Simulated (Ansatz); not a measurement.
NbInO4:
```cif
data_In2Nb2O8
_chemical_formula_sum 'Nb2 In2 O8'
_space_group_name_H-M_alt 'P2/c'
_space_group_IT_number 13
_space_group_name_Hall '-P 2yc'
_cell_length_a 4.85859
_cell_length_b 5.79756
_cell_length_c 5.15331
_cell_angle_alpha 90.000
_cell_angle_beta 91.015
_cell_angle_gamma 90.000
loop_
_space_group_symop_operation_xyz
  'x, y, z'
  '-x, -y, -z'
  '-x, y, -z+1/2'
  'x, -y, z+1/2'
loop_
_atom_site_label
_atom_site_type_symbol
_atom_site_symmetry_multiplicity
_atom_site_Wyckoff_symbol
_atom_site_fract_x
_atom_site_fract_y
_atom_site_fract_z
_atom_site_occupancy
Nb1 Nb 2 e 0.00000 0.17825 0.25000 1
In1 In 2 f 0.50000 0.68116 0.25000 1
O1 O 4 g 0.25965 0.38121 0.40151 1
O2 O 4 g 0.21487 0.10264 0.93851 1
```

Relaxed with r²SCAN.

Q: Which orbitals make up the states near the band edges in r²SCAN (plane waves, PAW; program Ansatz)?

A: Top 1 eV of the valence band: O 2p 94 %. Bottom 1 eV of the conduction band: Nb 4d 68 %, O 2p 17 %, In 5s 8 %. Projections are on Löwdin-orthogonalised atomic valence shells; empty p or d shells of many metals are not among them.

Q: Tabulate the density of states.

A: States/eV per cell of 12 atoms, in 0.25 eV bins, energy from the valence-band maximum.

| E (eV) | total | O 2p | Nb 4d | In 5s |
|---|---|---|---|---|
| -7.85 | 0.00 | 0.00 | 0.00 | 0.00 |
| -7.60 | 0.00 | 0.00 | 0.00 | 0.00 |
| -7.35 | 0.00 | 0.00 | 0.00 | 0.00 |
| -7.10 | 0.00 | 0.00 | 0.00 | 0.00 |
| -6.85 | 0.00 | 0.00 | 0.00 | 0.00 |
| -6.60 | 0.00 | 0.00 | 0.00 | 0.00 |
| -6.35 | 0.00 | 0.00 | 0.00 | 0.00 |
| -6.10 | 0.00 | 0.00 | 0.00 | 0.00 |
| -5.85 | 0.38 | 0.23 | 0.07 | 0.07 |
| -5.60 | 3.94 | 2.42 | 0.66 | 0.68 |
| -5.35 | 6.26 | 3.95 | 0.89 | 1.12 |
| -5.10 | 3.75 | 2.40 | 0.48 | 0.64 |
| -4.85 | 1.53 | 1.00 | 0.21 | 0.21 |
| -4.60 | 5.54 | 3.63 | 1.22 | 0.13 |
| -4.35 | 6.79 | 4.51 | 1.50 | 0.10 |
| -4.10 | 7.57 | 5.14 | 1.60 | 0.10 |
| -3.85 | 7.45 | 5.16 | 1.50 | 0.11 |
| -3.60 | 8.23 | 5.87 | 1.48 | 0.12 |
| -3.35 | 7.00 | 5.12 | 1.14 | 0.07 |
| -3.10 | 8.92 | 6.63 | 1.39 | 0.08 |
| -2.85 | 8.38 | 6.38 | 1.19 | 0.06 |
| -2.60 | 8.25 | 6.40 | 1.09 | 0.06 |
| -2.35 | 9.16 | 7.27 | 1.09 | 0.06 |
| -2.10 | 8.79 | 7.28 | 0.81 | 0.05 |
| -1.85 | 9.25 | 7.83 | 0.76 | 0.06 |
| -1.60 | 11.50 | 10.06 | 0.68 | 0.06 |
| -1.35 | 10.27 | 9.09 | 0.55 | 0.04 |
| -1.10 | 10.22 | 9.23 | 0.44 | 0.03 |
| -0.85 | 15.46 | 14.32 | 0.51 | 0.03 |
| -0.60 | 13.47 | 12.64 | 0.32 | 0.02 |
| -0.35 | 12.60 | 12.05 | 0.18 | 0.01 |
| -0.10 | 7.28 | 7.04 | 0.06 | 0.01 |
| 0.15 | 0.00 | 0.00 | 0.00 | 0.00 |
| 0.40 | 0.00 | 0.00 | 0.00 | 0.00 |
| 0.65 | 0.00 | 0.00 | 0.00 | 0.00 |
| 0.90 | 0.00 | 0.00 | 0.00 | 0.00 |
| 1.15 | 0.00 | 0.00 | 0.00 | 0.00 |
| 1.40 | 0.00 | 0.00 | 0.00 | 0.00 |
| 1.65 | 0.00 | 0.00 | 0.00 | 0.00 |
| 1.90 | 0.00 | 0.00 | 0.00 | 0.00 |
| 2.15 | 0.00 | 0.00 | 0.00 | 0.00 |
| 2.40 | 0.00 | 0.00 | 0.00 | 0.00 |
| 2.65 | 0.00 | 0.00 | 0.00 | 0.00 |
| 2.90 | 0.00 | 0.00 | 0.00 | 0.00 |
| 3.15 | 0.00 | 0.00 | 0.00 | 0.00 |
| 3.40 | 0.00 | 0.00 | 0.00 | 0.00 |
| 3.65 | 0.00 | 0.00 | 0.00 | 0.00 |
| 3.90 | 3.33 | 0.39 | 2.13 | 0.56 |
| 4.15 | 7.18 | 0.94 | 4.84 | 0.86 |
| 4.40 | 5.51 | 0.96 | 3.73 | 0.40 |
| 4.65 | 11.23 | 2.41 | 7.85 | 0.25 |
| 4.90 | 9.84 | 2.31 | 6.63 | 0.21 |
| 5.15 | 7.37 | 1.94 | 4.75 | 0.15 |
| 5.40 | 3.55 | 1.02 | 2.25 | 0.04 |
| 5.65 | 0.42 | 0.09 | 0.14 | 0.07 |
| 5.90 | 1.70 | 0.36 | 0.49 | 0.42 |
| 6.15 | 2.12 | 0.48 | 0.54 | 0.60 |
| 6.40 | 2.30 | 0.54 | 0.63 | 0.62 |
| 6.65 | 2.06 | 0.49 | 0.60 | 0.53 |
| 6.90 | 2.36 | 0.57 | 0.66 | 0.62 |
| 7.15 | 3.24 | 0.84 | 0.87 | 0.86 |
| 7.40 | 1.63 | 0.42 | 0.50 | 0.37 |
| 7.65 | 2.65 | 0.40 | 1.24 | 0.13 |
| 7.90 | 3.65 | 0.63 | 1.70 | 0.20 |
| 8.15 | 3.67 | 0.73 | 1.67 | 0.26 |
| 8.40 | 3.62 | 0.81 | 1.52 | 0.39 |
| 8.65 | 3.57 | 0.84 | 1.35 | 0.44 |

The workflow started from a Materials Project entry (that database holds measured and hypothetical structures alike); the Crystallography Open Database files this formula in space group No. 13, but the cells were not matched. Its standing as an ambient phase is unchecked. Symmetry was held in the r²SCAN relaxation; its stability against distortions is not shown here. No spin polarisation was allowed. Scalar-relativistic: spin–orbit coupling is off unless named, which matters more the heavier the elements.

Potentials: the later of the program's two PAW sets.
